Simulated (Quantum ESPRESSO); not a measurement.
## Hf6InPd (finding a planted mistake in a log)

Simulated, not a measurement. The program is pw.x of Quantum ESPRESSO 7.5 (plane-wave density functional theory). The cell is made up: eight metal atoms on a face-centred cubic lattice, with elements, volume, strain and displacements drawn at random and not relaxed, so it may be unstable or far from any real phase. PseudoDojo standard norm-conserving files set the functional (PBE unless stated); there is no spin polarisation or spin-orbit coupling, the Fermi-Dirac width of 0.25 eV means electrons at about 2900 K, and the masses in the input are unused placeholders. Heavy elements are run without spin-orbit coupling, which real alloys of them have. A spin test at this wide smearing found no moment, but such smearing suppresses magnetism that the real alloy may have.

Intended input:

```
&control calculation='scf', pseudo_dir='./dojo.nc.sr.pbe.v0_5.standard.upf', outdir='./o', disk_io='minimal', tprnfor=.true., tstress=.true. /
&system ibrav=0, nat=8, ntyp=3, nbnd=69, ecutwfc=82.02448710, nosym=.true., tot_charge=0,
 occupations='smearing', smearing='fd', degauss=0.0183746611
/
&electrons conv_thr=1.470e-08, electron_maxstep=70, mixing_beta=0.5 /
ATOMIC_SPECIES
Hf 1.0 Hf.upf
In 1.0 In.upf
Pd 1.0 Pd.upf
CELL_PARAMETERS angstrom
0.0144 -2.2071 -2.224
0.0417 4.3714 -4.4051
8.7164 0.013 -0.0705
ATOMIC_POSITIONS angstrom
Hf 0.0415 -0.0139 -0.0092
Hf 4.3596 0.0148 -0.0183
In 0.0291 2.1392 -2.1729
Hf 4.3925 2.1773 -2.2199
Hf 2.219 -0.0367 -2.2346
Pd 6.5476 -0.0309 -2.2956
Hf 2.1818 2.2339 -4.429
Hf 6.5861 2.181 -4.5371
K_POINTS automatic
7 4 3 1 1 1
```

The log is shortened where brackets say so; the opening notice, blank lines, dates and the lines on written files are dropped, and the path of the files is cut. It prints rydbergs, bohrs and kilobars, and counts compression as positive stress. Its total energy is the free energy E - TS of the whole cell.

Log of the intended run:

```
     Program PWSCF v.7.5
     Parallel version (MPI & OpenMP), running on       4 processor cores
     Number of MPI processes:                 4
     Threads/MPI process:                     1
     [start-up lines left out]
     bravais-lattice index     =            0
     lattice parameter (alat)  =       5.9211  a.u.
     unit-cell volume          =    1143.6716 (a.u.)^3
     number of atoms/cell      =            8
     number of atomic types    =            3
     number of electrons       =       103.00
     number of Kohn-Sham states=           69
     kinetic-energy cutoff     =      82.0245  Ry
     charge density cutoff     =     328.0979  Ry
     scf convergence threshold =      1.5E-08
     mixing beta               =       0.5000
     number of iterations used =            8  plain     mixing
     Exchange-correlation= PBE
                           (   1   4   3   4   0   0   0)
     [axes and pseudopotential details left out]
   Cartesian axes
     site n.     atom                  positions (alat units)
         1        Hf     tau(   1) = (   0.0132448  -0.0044362  -0.0029362  )
         2        Hf     tau(   2) = (   1.3913691   0.0047234  -0.0058405  )
         3        In     tau(   3) = (   0.0092873   0.6827270  -0.6934824  )
         4        Hf     tau(   4) = (   1.4018691   0.6948867  -0.7084825  )
         5        Hf     tau(   5) = (   0.7081952  -0.0117128  -0.7131740  )
         6        Pd     tau(   6) = (   2.0896706  -0.0098618  -0.7326422  )
         7        Hf     tau(   7) = (   0.6963228   0.7129506  -1.4135181  )
         8        Hf     tau(   8) = (   2.1019579   0.6960675  -1.4480183  )
     number of k points=    42  Fermi-Dirac smearing, width (Ry)=  0.0184
                       cart. coord. in units 2pi/alat
        k(    1) = (   0.0591585  -0.0059950  -0.0943008), wk =   0.0476190
        k(    2) = (  -0.1805066  -0.0056338  -0.0962110), wk =   0.0476190
     [further k points left out]
     Dense  grid:   114717 G-vectors     FFT dimensions: (  36,  72,  96)
     Estimated max dynamical RAM per process >     374.97 MB
     Estimated total dynamical RAM >       1.38 GB
     Initial potential from superposition of free atoms
     starting charge     102.9848, renormalised to     103.0000
     Starting wfcs are   78 randomized atomic wfcs
     total cpu time spent up to now is        6.5 secs
     per-process dynamical memory:   292.8 Mb
     Self-consistent Calculation
     iteration #  1     ecut=    82.02 Ry     beta= 0.50
     Davidson diagonalization with overlap
     ethr =  1.00E-02,  avg # of iterations =  2.6
     total cpu time spent up to now is       19.7 secs
     total energy              =   -1065.52375385 Ry
     estimated scf accuracy    <      22.50585052 Ry
     iteration #  2     ecut=    82.02 Ry     beta= 0.50
     Davidson diagonalization with overlap
     ethr =  1.00E-02,  avg # of iterations =  5.3
     total cpu time spent up to now is       39.8 secs
     total energy              =   -1070.13380724 Ry
     estimated scf accuracy    <     165.11521724 Ry
     [iterations 3 to 20 left out]
     iteration # 21     ecut=    82.02 Ry     beta= 0.50
     Davidson diagonalization with overlap
     ethr =  9.40E-11,  avg # of iterations =  3.2
     total cpu time spent up to now is      301.2 secs
     total energy              =   -1080.96500515 Ry
     estimated scf accuracy    <       0.00000008 Ry
     iteration # 22     ecut=    82.02 Ry     beta= 0.50
     Davidson diagonalization with overlap
     ethr =  7.35E-11,  avg # of iterations =  2.0
     total cpu time spent up to now is      313.7 secs
     End of self-consistent calculation
     [lines on levels left out]
!    total energy              =   -1080.96500516 Ry
     estimated scf accuracy    <          6.1E-09 Ry
     smearing contrib. (-TS)   =      -0.12882609 Ry
     internal energy E=F+TS    =   -1080.83617907 Ry
     The total energy is F=E-TS. E is the sum of the following terms:
     one-electron contribution =    -276.36050615 Ry
     hartree contribution      =     185.19006303 Ry
     xc contribution           =    -253.60396151 Ry
     ewald contribution        =    -736.06177444 Ry
     convergence has been achieved in  22 iterations
     Forces acting on atoms (cartesian axes, Ry/au):
     atom    1 type  1   force =    -0.04877105    0.01285843   -0.01006881
     atom    2 type  1   force =     0.01296776    0.00227653   -0.00763293
     atom    3 type  2   force =    -0.02932485    0.00201865   -0.00395937
     atom    4 type  1   force =     0.02349525    0.00136169   -0.00561205
     atom    5 type  1   force =     0.00298356   -0.00013985    0.00221602
     atom    6 type  3   force =    -0.00127729   -0.00133389    0.00371045
     atom    7 type  1   force =     0.02278107   -0.01192586    0.00190053
     atom    8 type  1   force =     0.01714555   -0.00511570    0.01944616
     Total force =     0.075737     Total SCF correction =     0.000390
     Computing stress (Cartesian axis) and pressure
          total   stress  (Ry/bohr**3)                   (kbar)     P=       22.66
   0.00006954  -0.00000665   0.00006091           10.23       -0.98        8.96
  -0.00000665   0.00020491  -0.00000559           -0.98       30.14       -0.82
   0.00006091  -0.00000559   0.00018764            8.96       -0.82       27.60
     init_run     :      6.02s CPU      6.28s WALL (       1 calls)
     electrons    :    300.74s CPU    307.22s WALL (       1 calls)
     forces       :      3.11s CPU      3.14s WALL (       1 calls)
     stress       :     10.23s CPU     10.44s WALL (       1 calls)
     [timing details left out]
     PWSCF        :   5m20.36s CPU   5m27.45s WALL
     JOB DONE.
```

A second run was made from an input with one planted mistake. Its log:

```
     Program PWSCF v.7.5
     Parallel version (MPI & OpenMP), running on       4 processor cores
     Number of MPI processes:                 4
     Threads/MPI process:                     1
     [start-up lines left out]
     bravais-lattice index     =            0
     lattice parameter (alat)  =       5.8707  a.u.
     unit-cell volume          =    1114.7447 (a.u.)^3
     number of atoms/cell      =            8
     number of atomic types    =            3
     number of electrons       =       103.00
     number of Kohn-Sham states=           69
     kinetic-energy cutoff     =      82.0245  Ry
     charge density cutoff     =     328.0979  Ry
     scf convergence threshold =      1.5E-08
     mixing beta               =       0.5000
     number of iterations used =            8  plain     mixing
     Exchange-correlation= PBE
                           (   1   4   3   4   0   0   0)
     [axes and pseudopotential details left out]
   Cartesian axes
     site n.     atom                  positions (alat units)
         1        Hf     tau(   1) = (   0.0132296  -0.0044421  -0.0029292  )
         2        Hf     tau(   2) = (   1.3913663   0.0047318  -0.0058262  )
         3        In     tau(   3) = (   0.0093026   0.6827271  -0.6934782  )
         4        Hf     tau(   4) = (   1.4018921   0.6948945  -0.7084782  )
         5        Hf     tau(   5) = (   0.7081885  -0.0117168  -0.7131778  )
         6        Pd     tau(   6) = (   2.0896728  -0.0098498  -0.7326521  )
         7        Hf     tau(   7) = (   0.6963430   0.7129525  -1.4135445  )
         8        Hf     tau(   8) = (   2.1019690   0.6960855  -1.4480188  )
     number of k points=    42  Fermi-Dirac smearing, width (Ry)=  0.0184
                       cart. coord. in units 2pi/alat
        k(    1) = (   0.0591581  -0.0059948  -0.0942995), wk =   0.0476190
        k(    2) = (  -0.1805054  -0.0056361  -0.0962097), wk =   0.0476190
     [further k points left out]
     Dense  grid:   111869 G-vectors     FFT dimensions: (  36,  72,  96)
     Estimated max dynamical RAM per process >     366.23 MB
     Estimated total dynamical RAM >       1.35 GB
     Initial potential from superposition of free atoms
     starting charge     102.9848, renormalised to     103.0000
     Starting wfcs are   78 randomized atomic wfcs
     total cpu time spent up to now is        6.6 secs
     per-process dynamical memory:   286.2 Mb
     Self-consistent Calculation
     iteration #  1     ecut=    82.02 Ry     beta= 0.50
     Davidson diagonalization with overlap
     ethr =  1.00E-02,  avg # of iterations =  2.6
     total cpu time spent up to now is       23.0 secs
     total energy              =   -1065.41232380 Ry
     estimated scf accuracy    <      22.68477101 Ry
     iteration #  2     ecut=    82.02 Ry     beta= 0.50
     Davidson diagonalization with overlap
     ethr =  1.00E-02,  avg # of iterations =  5.2
     total cpu time spent up to now is       44.7 secs
     total energy              =   -1070.01266956 Ry
     estimated scf accuracy    <     165.78758815 Ry
     [iterations 3 to 20 left out]
     iteration # 21     ecut=    82.02 Ry     beta= 0.50
     Davidson diagonalization with overlap
     ethr =  8.36E-11,  avg # of iterations =  2.5
     total cpu time spent up to now is      276.4 secs
     total energy              =   -1080.95761712 Ry
     estimated scf accuracy    <       0.00000004 Ry
     iteration # 22     ecut=    82.02 Ry     beta= 0.50
     Davidson diagonalization with overlap
     ethr =  4.10E-11,  avg # of iterations =  2.0
     total cpu time spent up to now is      288.8 secs
     End of self-consistent calculation
     [lines on levels left out]
!    total energy              =   -1080.95761712 Ry
     estimated scf accuracy    <          5.9E-09 Ry
     smearing contrib. (-TS)   =      -0.12583702 Ry
     internal energy E=F+TS    =   -1080.83178010 Ry
     The total energy is F=E-TS. E is the sum of the following terms:
     one-electron contribution =    -267.05122930 Ry
     hartree contribution      =     182.37801739 Ry
     xc contribution           =    -253.78425190 Ry
     ewald contribution        =    -742.37431629 Ry
     convergence has been achieved in  22 iterations
     Forces acting on atoms (cartesian axes, Ry/au):
     atom    1 type  1   force =    -0.05183070    0.01338451   -0.01055735
     atom    2 type  1   force =     0.01458749    0.00298338   -0.00863227
     atom    3 type  2   force =    -0.03181681    0.00193459   -0.00404730
     atom    4 type  1   force =     0.02491819    0.00092247   -0.00545937
     atom    5 type  1   force =     0.00246038    0.00077085    0.00127610
     atom    6 type  3   force =     0.00060676   -0.00057014    0.00340306
     atom    7 type  1   force =     0.02282837   -0.01392079    0.00373558
     atom    8 type  1   force =     0.01824632   -0.00550487    0.02028155
     Total force =     0.080506     Total SCF correction =     0.000388
     Computing stress (Cartesian axis) and pressure
          total   stress  (Ry/bohr**3)                   (kbar)     P=       52.97
   0.00027229  -0.00000992   0.00006757           40.06       -1.46        9.94
  -0.00000992   0.00041231  -0.00001279           -1.46       60.65       -1.88
   0.00006757  -0.00001279   0.00039555            9.94       -1.88       58.19
     init_run     :      5.74s CPU      5.99s WALL (       1 calls)
     electrons    :    276.01s CPU    282.19s WALL (       1 calls)
     forces       :      2.41s CPU      2.44s WALL (       1 calls)
     stress       :      8.03s CPU      8.23s WALL (       1 calls)
     [timing details left out]
     PWSCF        :   4m52.83s CPU   4m59.56s WALL
     JOB DONE.
```

Question: the log repeats what the program read. Compare it with the intended run: what was wrong in the second input?

Answer: the cell and the positions are scaled by a wrong factor. The input lines that differ:

```
- 0.0144 -2.2071 -2.224
- 0.0417 4.3714 -4.4051
- 8.7164 0.013 -0.0705
+ 0.0143 -2.1883 -2.2051
+ 0.0413 4.3342 -4.3677
+ 8.6423 0.0129 -0.0699
- Hf 0.0415 -0.0139 -0.0092
- Hf 4.3596 0.0148 -0.0183
- In 0.0291 2.1392 -2.1729
- Hf 4.3925 2.1773 -2.2199
- Hf 2.219 -0.0367 -2.2346
- Pd 6.5476 -0.0309 -2.2956
- Hf 2.1818 2.2339 -4.429
- Hf 6.5861 2.181 -4.5371
+ Hf 0.0411 -0.0138 -0.0091
+ Hf 4.3225 0.0147 -0.0181
+ In 0.0289 2.121 -2.1544
+ Hf 4.3552 2.1588 -2.201
+ Hf 2.2001 -0.0364 -2.2156
+ Pd 6.4919 -0.0306 -2.2761
+ Hf 2.1633 2.2149 -4.3914
+ Hf 6.5301 2.1625 -4.4985
```

|  | intended run | run with the mistake |
| --- | --- | --- |
| free energy (eV) | -14707.278 | -14707.178 |
| entropy term -TS, part of it (eV) | -1.753 | -1.712 |
| pressure (GPa) | 2.27 | 5.30 |
| size of the largest force component (eV/Å) | 1.254 | 1.333 |
| largest change of a force component (eV/Å) |  | 0.079 |
| iterations | 22 | 22 |

For scale, a rerun of the intended cell at a higher cutoff and on a denser mesh moved values by no more than 0.005 eV in energy, 0.05 GPa in stress and 0.005 eV/Å in force, and a second program with other atomic files agreed on that cell to 2 % rms in force and 0.5 GPa in pressure.